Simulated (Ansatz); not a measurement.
Cd:
```
Cd
1.0
    1.60277     0.92536     2.36893
   -1.60277     0.92536     2.36893
    0.00000    -1.85073     2.36893
Cd
1
Cartesian
  0.00000   0.00000   0.00000
```

This is the PBEsol-relaxed structure. Tensor components refer to the Cartesian frame of this cell.

All from PBEsol in the plane-wave PAW code Ansatz, unless another level is named. Give the bulk modulus (Birch–Murnaghan fit).

55.6 GPa.

What about the elastic constants (relaxed ions, GPa)?

C11 = 57.8, C12 = 53.2, C13 = 49.0, C14 = -6.1, C33 = 111, C44 = 17.8.

Space group R-3m (simple rhombohedral). The workflow started from a Materials Project entry (that database holds measured and hypothetical structures alike); the Crystallography Open Database copy checked does not list it. It is not the phase usual at ambient conditions (space group No. 194). The PBEsol relaxation kept the symmetry of its start; its stability against distortions is not shown here. As this level gives no gap, shear constants depend on the k-mesh and smearing (Fermi–Dirac, 0.1 eV here).

Potentials: the later of the program's two PAW sets.
